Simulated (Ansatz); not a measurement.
Harmonic vibrational thermodynamics of Os (fcc (Cu type), Fm-3m) at fixed volume, PBEsol (plane waves, PAW; program Ansatz). The rows extrapolate the 0 K crystal and know nothing of melting or changes of phase.

| T (K) | F_vib (meV/atom) | S (J/K per mol of atoms) | C_V (J/K per mol of atoms) |
|---|---|---|---|
| 50 | 26.3 | 2.5 | 7.4 |
| 100 | (withheld) | 11.4 | (withheld) |
| 200 | (withheld) | 25.7 | (withheld) |
| 300 | -28.9 | 35.2 | 24.0 |
| 400 | -69.2 | (withheld) | (withheld) |
| 600 | -167.7 | 52.2 | 24.7 |
| 800 | -283.5 | 59.3 | 24.8 |
| 1000 | -412.3 | 64.8 | 24.9 |

Some entries are withheld; supply them.


- 200, F_vib (meV/atom): 3.0
- 200, C_V (J/K per mol of atoms): 22.8
- 100, F_vib (meV/atom): 22.8
- 100, C_V (J/K per mol of atoms): 17.7
- 400, C_V (J/K per mol of atoms): 24.4
- 400, S (J/K per mol of atoms): 42.2

The workflow started from an entry of the Crystallography Open Database (COD), which files this formula under 2 space groups. It is not the phase usual at ambient conditions (space group No. 194). The cell was relaxed with PBEsol under the symmetry of its start; whether a distortion lowers the energy is not shown. The run is not spin-polarised. Scalar-relativistic: spin–orbit coupling is off unless named, which matters more the heavier the elements.

Potentials: the earlier of the program's two PAW sets. The files were generated under PBE; for other functionals the program regenerates the frozen cores, and for LDA and PBEsol the local potential too.
